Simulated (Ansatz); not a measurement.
Ansatz input

```yaml
crystal:
  lattice:
    - [2.7191069039, 0.0, 0.0]
    - [-1.3595534519, 2.3548156543, 0.0]
    - [0.0, 0.0, 9.2032067817]
  atoms:
    - { symbol: Pt, position: [1.0, 1.0, 0.0], spin: 1.0 }
    - { symbol: Pt, position: [1.0, 1.0, 0.5], spin: 1.0 }
    - { symbol: Pt, position: [0.3333333333, 0.6666666667, 0.25], spin: 1.0 }
    - { symbol: Pt, position: [0.6666666667, 0.3333333333, 0.75], spin: 1.0 }
hamiltonian:
  xc: mr2scan
  pseudopotentials:
    kind: paw
    azcp:
      Pt: "pseudopotentials/Pt.paw.azcp"
basis:
  ecutwfc: 500
  fft_grid_basis: typed
kpoints:
  mp_grid: { grid: [17, 17, 5], shift: [0, 0, 0] }
magnetization:
  spin_polarized: true
scf:
  occupations: { method: fermi_dirac, width: 0.05 }
output:
  stress: true
```

Output

```
Engine: ansatz 0.2.0, aarch64-unknown-linux-gnu
Pseudopotentials: kind: paw
Pseudopotential: Pt, paw, valence charge 18, recommended cutoff 500 eV (meta_gga) 
Functional definition: m-r2SCAN
  exchange = m_r2scan_x
  correlation = m_r2scan_c
Crystal: 4 atoms, lattice volume = 58.928 Å³
Basis set: ecut = 500 eV, 1485 PW (Γ), exchange–correlation on 80×80×288 points (64 copies of the dense FFT grid, shifted against one another)
Bands: 46, of which v1, the nominal top of the filled ones, is band 36 counted from 1 (35 counted from 0)
Symmetry: 24 space group operations
Space group: P63/mmc (ITA 194), of the structure as read, at distance tolerance 3.9e-5 Å
Magnetic group: BNS 194.263 (UNI 1493), of the structure as read, at distance tolerance 3.9e-5 Å
k-points: 99 of 1445
Non-local potential: Pt, projectors of the file, l = 0: 3, l = 1: 2, l = 2: 2, l = 3: 1
PAW form: soft (Blöchl's): semilocal exchange-correlation on the pseudo side does not see the compensation charge
PAW frozen core: Pt, regenerated for the run's functional (the file was generated under x = pbe(κ = 0.804, μ = 0.2195149727645171), c = pbe(β = 0.06672455060314922))
PAW one-centre angular grid: Pt, 590 points (default); XC on 160 Gauss nodes
Initial density: superposition of atomic densities (chi_scale 0.1, normalization cell)
Starting moments: Σ|m| = 4 μB on 4 of 4 sites
Initial wavefunctions: pseudopotential atomic-orbital guess
Functional: x = mr2scan, c = mr2scan; τ floored in thin density (d = 2e-4 eV/Å³)
iter 1 solved again at ethr=2.71e-3 eV; its pass at ethr=3.10e-3 eV (dr2=1.95e0 eV) is discarded
SCF iter   1: F=—  HF=-50147.200933 eV  |F-HF|=—  |Δ(HF+E_count)|=         —  Δρ=4.16e-2 (↑4.16e-2 ↓3.23e-2)  dr2=2.62e0  dr2_τ=3.51e-2  dr2_m=1.20e-1  M=2.499 μB ∫|m|=2.506 μB  β_m=0.80  ethr=2.71e-3  ⟨swp⟩=2.0  Hψ=48526  notcnv=0
Mixer restart at iter 1: flushing history
spin=Collinear: Kerker preconditioning applied to the charge; magnetization (m = ρ↑ − ρ↓) channel mixes plain (no charge-response kernel on spin).
SCF iter   2: F=—  HF=-50146.339761 eV  |F-HF|=—  |Δ(HF+E_count)|=   8.61e-1  Δρ=2.13e-2 (↑2.13e-2 ↓1.98e-2)  dr2=7.79e-1  dr2_τ=2.54e-2  dr2_m=1.31e-2  M=2.284 μB ∫|m|=2.336 μB  β_m=1.00  ethr=2.71e-3  ⟨swp⟩=2.0  Hψ=14856  notcnv=0  κ⁻¹=1.0e0(r=1)
SCF iter   3: F=—  HF=-50146.649403 eV  |F-HF|=—  |Δ(HF+E_count)|=   3.10e-1  Δρ=1.38e-2 (↑1.38e-2 ↓1.10e-2)  dr2=2.72e-1  dr2_τ=7.09e-3  dr2_m=3.46e-3  M=2.010 μB ∫|m|=2.120 μB  β_m=1.00  ethr=1.08e-3  ⟨swp⟩=2.2  Hψ=12800  notcnv=0  defer=104  κ⁻¹=1.1e-1(r=2)
SCF iter   4: F=—  HF=-50147.424621 eV  |F-HF|=—  |Δ(HF+E_count)|=         —  Δρ=4.17e-2 (↑4.17e-2 ↓3.69e-2)  dr2=3.92e-2  dr2_τ=1.16e-1  dr2_m=8.19e-1  M=-0.526 μB ∫|m|=0.526 μB  β_m=1.00  ethr=3.78e-4  ⟨swp⟩=2.1  Hψ=14719  notcnv=0  defer=246  κ⁻¹=1.1e-1(r=2)
SCF iter   5: F=—  HF=-50147.030765 eV  |F-HF|=—  |Δ(HF+E_count)|=   3.94e-1  Δρ=1.00e-2 (↑4.47e-3 ↓1.00e-2)  dr2=8.07e-2  dr2_τ=5.00e-3  dr2_m=1.35e-2  M=-0.145 μB ∫|m|=0.145 μB  β_m=0.41  ethr=6.94e-5  ⟨swp⟩=2.0  Hψ=18101  notcnv=0  defer=359  κ⁻¹=1.1e-1(r=2)
...
SCF iter  24: F=—  HF=-50146.960551 eV  |F-HF|=—  |Δ(HF+E_count)|=  1.09e-10  Δρ=1.68e-6 (↑1.33e-6 ↓1.68e-6)  dr2=6.00e-10  dr2_τ=1.75e-10  dr2_m=1.17e-9  M=0.000 μB ∫|m|=0.000 μB  β_m=0.36  ethr=1.00e-12  ⟨swp⟩=1.0  Hψ=23727  notcnv=0  κ⁻¹=1.4e-5(r=8)
SCF iter  25: F=—  HF=-50146.960551 eV  |F-HF|=—  |Δ(HF+E_count)|=   1.75e-9  Δρ=5.40e-7 (↑5.40e-7 ↓4.04e-7)  dr2=9.59e-11  dr2_τ=9.98e-12  dr2_m=8.62e-11  M=0.000 μB ∫|m|=0.000 μB  β_m=0.30  ethr=1.00e-12  ⟨swp⟩=2.0  Hψ=16960  notcnv=0  κ⁻¹=7.2e-6(r=8)
SCF iter  26: F=-50146.960551 eV  HF=-50146.960551 eV  |F-HF|=4.37e-11  |Δ(HF+E_count)|=  2.47e-10  Δρ=3.16e-7 (↑3.16e-7 ↓1.80e-7)  dr2=1.18e-10  dr2_τ=5.13e-12  dr2_m=2.13e-11  M=-0.000 μB ∫|m|=0.000 μB  ethr=1.00e-12  ⟨swp⟩=2.0  Hψ=16826  notcnv=0
SCF 1 converged in 26 iterations: F = -50146.960551 eV  dr2 = 1.18e-10
WARN: the starting moments were not kept: the SCF closed with an absolute magnetisation of 9.6e-6 μB, where they sum to 4 μB in size (4 sites). That is at most 0.1 of that sum. Measured as dr2_m measures the in/out step, that magnetisation stands 1.0e-11 eV from none, at or under the dr2_threshold of 1.0e-7 eV: it is no larger than a step whose dr2_m would equal this threshold. The system may hold no moment; this SCF shows only that its start led to no more than that. To try another start: raise the starting moments (crystal.atoms[].spin, magnetization.per_species, magnetization.initial_magnetization, or on a non-collinear deck that types none of these the spinor_matrix: blocks that start its atoms; where the total moment is fixed, keep their sum and leave initial_magnetization as it is; typed ones take the place of any that the run laid by itself, positive ones on a crystal's lanthanoids without a Hubbard term where scf.initial_density.shell_occupations: [] is typed) or, if the notice of its spin-set hold's release reads "site moments contracting" or "site moments show no strong build", lengthen the hold (scf.mixing.spin_hold: { on: { confirm: 4 } }; for m-r²SCAN on two components see the key's manual first). Each may lead to a state that holds a moment. A second SCF, from the converged charge density, with the starting moments and any scf.initial_density.shell_occupations laid on it anew, would have followed, and was not run: the deck does not ask for one (magnetization.retry_lost_moments is false, the default). To let it run, set magnetization.retry_lost_moments: true and run the deck again, where that key's refused combinations let it; where memory then withholds it, that run's warning says so.
this state was not tested for a lower state beside it, because the mixer in use, unlike msr1, does not test its closes by its own steps (another_mixer; see scf.mixing.algorithm and scf.lower_state_search)
SCF converged after 26 iterations
Magnetization: -0.0000 μB (36.0000 up, 36.0000 down)
Absolute magnetization: 0.0000 μB (∫|ρ↑−ρ↓|, with the PAW one-centre terms)
Spin contamination: 0.0000 ħ² per cell (⟨S²⟩ above its minimum at these occupations)
Per-site moments (μB) at R_I (Å): [(-2.3535375759866126e-6, 1.1216315978389706), (-2.3535375759890093e-6, 1.1216315978389706), (-9.055118586777327e-7, 1.1216315978389706), (-9.055118588194019e-7, 1.1216315978389706)]
Free energy (F): -50146.960551 eV
Harris-Foulkes:  -50146.960551 eV  (|F-HF|=4.37e-11)
Internal energy: -50146.907920 eV  (E = F + TS)
E sigma→0 (E₀):  -50146.934236 eV
Entropy (-TS):   -0.052631 eV (-13.158 meV/atom)
Fermi energy:    23.867053 eV
--- Per-component energies (eV) ---
  E_band       = -543.566653
  E_kinetic    = 2558.082069
  E_local      = -5744.151480  (includes V_loc(G=0)·N_el)
  E_nonlocal   = 808.312623
  E_hartree    = 2146.764940
  E_xc         = -1003.264448
  E_vxc        = -1354.188214  (∫ρ·V_xc dr)
  E_paw        = -37920.143607  (= ΣΔE_a)
  E_vpaw       = -1191.570065  (= ΣTr[D̂ρ^β])
  E_aug_tail   = 0.000634  (compensation charges beyond the density's cutoff)
  E_vtau       = 86.417867  (kinetic-family band-sum trace: ∫τ·v_τ [+ j·A + Jᵃ·Aᵃ] dr)
  E_ewald      = -10991.582674
  E_core_change = -0.925978  (= ΣΔE_core)
  E_smearing   = -0.052631  (= −TS)
  E_closure    = 0.000000  (closes the sum)
  Σ components = -50146.960551   (vs F -50146.960551, Δ=0.00e0)
--- Stress (GPa, compression-positive) ---
       12.787945      -0.000000      -0.000000
        0.000000      12.787945      -0.000000
       -0.000000      -0.000000      11.117617
  P = ⅓ Tr σ = 12.2312 GPa (122.312 kbar)
```
